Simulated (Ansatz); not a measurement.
Zr2N:
```xyz
6
Lattice="5.4141 0.0000 0.0000 0.0000 5.4141 0.0000 0.0000 0.0000 3.3034" Properties=species:S:1:pos:R:3 pbc="T T T"
Zr     1.6054     1.6054     0.0000
Zr     3.8087     3.8087     0.0000
Zr     1.1016     4.3125     1.6517
Zr     4.3125     1.1016     1.6517
N      0.0000     0.0000     0.0000
N      2.7071     2.7071     1.6517
```

Relaxed with r²SCAN.

Question: Map the electron localisation function on the plane through (0.297, 0.297, 0.000) spanned by u = [0, 0, 1] and v = [1, 1, 0] in lattice vectors, from the program Ansatz at the r²SCAN level (PAW).

Answer: x is the fraction of u, y of v (the angle between them is 90°; rows are the nearest grid lines); atoms in the plane: Zr at (0.00, 0.00), Zr at (0.00, 0.41), N at (0.00, 0.70), N at (0.50, 0.20).
```
| .#@@=..::..=@@#. |
|%%@@#-.:==:.-#@@%%|
|@@@#=..-++-..=#@@@|
|::....-+##+-....::|
|###*+========+*###|
|@@@%#+=----=+#%@@@|
|-+%@@#=.  .=#@@%+-|
| -%@@#=.  .=#@@%- |
|*#@@@#=....=#@@@#*|
|@@%%*+=----=+*%%@@|
|.....:=+**+=:.....|
|==-...-+##+-...-==|
|@@@@+:.-++-.:+@@@@|
|+#@@%-..--..-%@@#+|
| :%@%=..::..=%@%: |
|@@@%=..=**=..=%@@@|
|@@%+::+#%%#+::+%@@|
|....+%@@%%@@%+....|
|  :*@@@=  =@@@*:  |
|  :+%@@+..+@@%+:  |
|-:..-#@@@@@@#-..:-|
|@@@#-.-*##*-.-#@@@|
|%%@@*..:==:..*@@%%|
| .#@@=..::..=@@#. |
```
Scale: ten equal steps from 0.027 (start of ' ') to 0.818 (end of '@'), in the order ' .:-=+*#%@'; x runs from 0.000 to 1.00, y from 0.000 (bottom) to 1.00 (top).

The density is the valence pseudo-density with augmentation charge, so density and ELF within about 1 Å of a nucleus are not all-electron values.

Space group P4_2/mnm (anti-rutile). The workflow started from a Materials Project entry (that database holds measured and hypothetical structures alike); the Crystallography Open Database copy checked does not list it. Its standing as an ambient phase is unchecked. The cell was relaxed with r²SCAN under the symmetry of its start; of distortions, only those at the zone centre were tested. The run is not spin-polarised.

Potentials: the later of the program's two PAW sets.
